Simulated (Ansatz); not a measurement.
Relaxed-ion elastic tensor of Sc₂C in space group P-3m1 (No. 164; Sc on 2d, C on 1b) in GPa (Voigt order), LDA in the plane-wave PAW code Ansatz; density 3.32 g/cm³, 17.00 Å³ per atom.

```tsv
	1	2	3	4	5	6
1	196	63.7	18.7	4.1	0.0	0.0
2	63.7	196	18.7	-4.1	0.0	0.0
3	18.7	18.7	137	0.0	0.0	0.0
4	4.1	-4.1	0.0	-2.4	0.0	0.0
5	0.0	0.0	0.0	0.0	-2.4	4.1
6	0.0	0.0	0.0	0.0	4.1	66.3
```

**Question.** Is the crystal mechanically stable?

**Answer.** No: the smallest eigenvalue of C is -2.7 GPa.

The first step of the workflow began from a Materials Project structure, measured or hypothetical; the Crystallography Open Database copy checked does not list it. Whether it is the stable phase at ambient conditions was not checked. The cell was relaxed with LDA under the symmetry of its start. At this level the phase is mechanically unstable. The run is not spin-polarised. As this level gives no gap, shear constants depend on the k-mesh and smearing (Fermi–Dirac, 0.1 eV here). On the denser mesh and wider smearing of the elastic run this cell carries a stress of 0.3 GPa.

Potentials: the later of the program's two PAW sets.
